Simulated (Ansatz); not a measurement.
CuI:
```yaml
crystal:
  lattice:
    - [4.25884, 0.00000, 0.00000]
    - [0.00000, 8.51776, 0.00000]
    - [-4.25880, 0.00000, 6.02255]
  atoms:
    - { symbol: Cu, position: [0.73154, 0.62504, 0.26818] }
    - { symbol: Cu, position: [0.73154, 0.37496, 0.76818] }
    - { symbol: Cu, position: [0.73201, 0.12499, 0.26828] }
    - { symbol: Cu, position: [0.73201, 0.87501, 0.76828] }
    - { symbol: I, position: [0.98161, 0.62498, 0.01820] }
    - { symbol: I, position: [0.98161, 0.37502, 0.51820] }
    - { symbol: I, position: [0.98194, 0.12501, 0.01825] }
    - { symbol: I, position: [0.98194, 0.87499, 0.51825] }
```

Relaxed with r²SCAN. Special points in fractions of this cell's reciprocal vectors: Γ (0.000, 0.000, 0.000); Z (0.000, 0.500, 0.000); D (0.000, 0.500, 0.500); B (0.000, 0.000, 0.500); A (-0.500, 0.000, 0.500); E (-0.500, 0.500, 0.500); C2 (-0.500, 0.500, 0.000); Y2 (-0.500, 0.000, 0.000).

**Question.** List the band energies nearest the valence-band maximum at these points for r²SCAN with spin–orbit coupling in the plane-wave PAW code Ansatz.

**Answer.** In eV from the valence-band maximum; about four levels below and three above (degenerate sets whole), none deeper than 8.9 eV; points with the same levels are listed once.

| k | below | above |
|---|---|---|
| Γ | 0.00 0.00 0.00 0.00 | 1.52 1.52 2.75 2.75 |
| Z | -0.32 -0.32 -0.28 -0.28 | 2.80 2.80 2.88 2.88 |
| D | -0.86 -0.86 -0.86 -0.86 | 3.05 3.05 3.05 3.05 |
| B | -0.83 -0.83 -0.83 -0.83 | 2.42 2.42 2.42 2.42 |
| A | -0.89 -0.89 -0.83 -0.83 | 2.75 2.75 2.75 2.75 |
| E | -1.31 -1.31 -1.31 -1.31 | 3.58 3.58 3.59 3.59 |
| C2 | -1.16 -1.16 -1.16 -1.16 | 3.70 3.70 3.70 3.70 |

Space group F-43m (zinc blende). The r²SCAN relaxation kept the symmetry of its start. No spin polarisation was allowed. Point labels and valley counts follow the cell and symmetry of the run, lower than the named group.

Potentials: the later of the program's two PAW sets.
